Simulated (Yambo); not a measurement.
```
Na3MoO3F3
1.0
    2.78347     1.60704     4.83540
   -2.78347     1.60704     4.83540
    0.00000    -3.21407     4.83540
O F Na Mo
3 3 3 1
Direct
  0.68868   0.90602   0.25466
  0.25466   0.68868   0.90602
  0.90602   0.25466   0.68868
  0.35979   0.12880   0.82407
  0.82407   0.35979   0.12880
  0.12880   0.82407   0.35979
  0.22602   0.22602   0.22602
  0.50992   0.50992   0.50992
  0.72763   0.72763   0.72763
  0.00022   0.00022   0.00022
```

Workflow: PBEsol (Quantum ESPRESSO, PseudoDojo norm-conserving, 88 Ry, scalar-relativistic), then G0W0 in Yambo (2×2×2 Γ-centred k mesh, bands 5 to 203 and a 7 Ry block in the screening, 203 bands in G with the Bruneval-Gonze terminator, plasmon pole fitted at 27.2 eV).

Q: Give the PBEsol and G0W0 gaps between the band edges found on this mesh, and say where the edges lie.

A: Edges: L → Z. PBEsol: 4.09 eV; G0W0: 7.23 eV. Nearest settings tried, and what they do to the gap: 136 bands in G: +14 meV; 136 bands in W, 136 bands in G: +52 meV; 6 Ry block (223 vectors against 289): +10 meV. Not varied: mesh. So the settings aren't converged at that level. The k mesh is coarse. Spin-orbit splittings are left out.

Geometry of the Materials Project entry, not relaxed at this level.
